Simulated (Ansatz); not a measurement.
GaN:
```cif
data_Ga4N4
_chemical_formula_sum 'Ga4 N4'
_space_group_name_H-M_alt 'F-43m'
_space_group_IT_number 216
_space_group_name_Hall 'F -4 2 3'
_cell_length_a 4.49786
_cell_length_b 4.49786
_cell_length_c 4.49786
_cell_angle_alpha 90.000
_cell_angle_beta 90.000
_cell_angle_gamma 90.000
loop_
_atom_site_label
_atom_site_type_symbol
_atom_site_symmetry_multiplicity
_atom_site_Wyckoff_symbol
_atom_site_fract_x
_atom_site_fract_y
_atom_site_fract_z
_atom_site_occupancy
Ga1 Ga 4 a 0.00000 0.00000 0.00000 1
N1 N 4 d 0.75000 0.75000 0.75000 1
```
(The calculation used a cell of 2 atoms; values per cell refer to that cell.)

Relaxed with r²SCAN.

**Question.** Tabulate the valence density and the electron localisation function along the shortest Ga–N contact (1.95 Å), the program Ansatz at the r²SCAN level (PAW).

**Answer.** 

| distance from Ga (Å) | density (e/Å³) | ELF |
|---|---|---|
| 0.19 | 34.46 | 0.02 |
| 0.29 | 20.67 | 0.02 |
| 0.39 | 10.47 | 0.03 |
| 0.49 | 4.77 | 0.06 |
| 0.58 | 2.20 | 0.11 |
| 0.68 | 1.20 | 0.17 |
| 0.78 | 0.84 | 0.24 |
| 0.88 | 0.73 | 0.32 |
| 0.97 | 0.75 | 0.48 |
| 1.07 | 0.86 | 0.68 |
| 1.17 | 1.07 | 0.81 |
| 1.27 | 1.40 | 0.85 |
| 1.36 | 1.88 | 0.84 |
| 1.46 | 2.48 | 0.78 |
| 1.56 | 3.07 | 0.64 |
| 1.66 | 3.46 | 0.41 |
| 1.75 | 3.57 | 0.17 |

The density is the valence pseudo-density with augmentation charge, so density and ELF within about 1 Å of a nucleus are not all-electron values.

The cell was relaxed with r²SCAN under the symmetry of its start.

Potentials: the later of the program's two PAW sets.
